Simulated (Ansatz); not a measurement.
NbCuN2:
```yaml
crystal:
  lattice:
    - [1.57249, 0.90788, 5.78161]
    - [-1.57249, 0.90788, 5.78161]
    - [0.00000, -1.81575, 5.78161]
  atoms:
    - { symbol: Nb, position: [0.50000, 0.50000, 0.50000] }
    - { symbol: Cu, position: [0.00000, 0.00000, 0.00000] }
    - { symbol: N, position: [0.10574, 0.10574, 0.10574] }
    - { symbol: N, position: [0.89426, 0.89426, 0.89426] }
```

Plane-wave PAW r²SCAN (Ansatz code) gives a gap of 0.45 eV without spin–orbit coupling, maximum at T, minimum at L.

Problem. What happens when spin–orbit coupling is switched on?

Solution. The gap decreases by 0.04 eV, to 0.41 eV; maximum at T, minimum at L.

Problem. Give the electron effective mass with spin–orbit coupling.

Solution. 0.15, 0.38, 1.1 mₑ (principal values).

Problem. Give the hole effective mass with spin–orbit coupling.

Solution. 0.21, 0.21, 0.55 mₑ (principal values).

Space group R-3m. The start of the workflow was typed in or built on a structure type; neither database checked (COD, Materials Project) lists it. Whether it is the stable phase at ambient conditions was not checked. Symmetry was held in the r²SCAN relaxation; whether a distortion lowers the energy is not shown. The workflow began spin-polarised and lost its moments.

Potentials: the earlier of the program's two PAW sets.
